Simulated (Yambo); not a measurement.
G0W0@PBEsol for HgO (space group P3_221, No. 154) in Yambo. Reference settings: 3×3×1 Γ-centred k mesh, bands 25 to 352 and a 7 Ry block in the screening, 352 bands in G with the Bruneval-Gonze terminator, plasmon pole fitted at 27.2 eV. The PBEsol gap Γ → Γ on this mesh is 1.50 eV; G0W0 gaps are taken between the same points.

With and without the terminator, as bands are cut:

| bands in G (in W) | gap, terminator (eV) | gap, none (eV) | valence shift, terminator (eV) | valence shift, none (eV) |
|---|---|---|---|---|
| 160 (352) | 2.587 | 2.665 | -0.284 | 0.316 |
| 242 (352) | 2.577 | 2.625 | -0.301 | 0.072 |
| 352 (352) | 2.580 | 2.619 | -0.312 | -0.096 |

Over this range the gap spans 0.010 eV with the terminator and 0.046 eV without, the valence shift 0.028 eV and 0.412 eV. Neither column has reached its limit for certain.

Spin-orbit coupling is included.

Geometry relaxed with PBE+D3(BJ); primitive cell a = 3.6537 Å, b = 3.6537 Å, c = 8.8353 Å, α = 90.00°, β = 90.00°, γ = 120.00°.

The structure is a Materials Project entry; no match was found in the copy of COD used, and its stability was not checked.

A shift is the quasiparticle energy of the state minus its PBEsol energy.
